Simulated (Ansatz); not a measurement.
Crystals of one structure type (zinc blende) and one family of elements, relaxed and computed with plane-wave PAW PBE (Ansatz code).

```json
[
 {"crystal": "ZnS", "V (Å³/atom)": "20.16", "B₀ by P(V) fit (GPa)": "69.5"},
 {"crystal": "ZnSe", "V (Å³/atom)": "23.55", "B₀ by P(V) fit (GPa)": "56.6"},
 {"crystal": "CdS", "V (Å³/atom)": "26.02", "B₀ by P(V) fit (GPa)": "?"},
 {"crystal": "CdSe", "V (Å³/atom)": "29.74", "B₀ by P(V) fit (GPa)": "44.7"},
 {"crystal": "CdTe", "V (Å³/atom)": "36.24", "B₀ by P(V) fit (GPa)": "35.1"}
]
```

Task: Fit a straight line to ln B₀ against ln V and predict the withheld value.

Result: Least squares on the 4 shown rows: ln B₀ = -1.14 × ln V + (7.655), with a scatter of 1 %. For CdS this gives 51.4. The run itself gave 53.4, outside the scatter: the line misses something about this case.

All cells were relaxed under the symmetry of their starts (and spin orders); stability against distortions was not tested throughout. Scalar-relativistic: spin–orbit coupling is off unless named, which matters more the heavier the elements.

Potentials: the later of the program's two PAW sets.
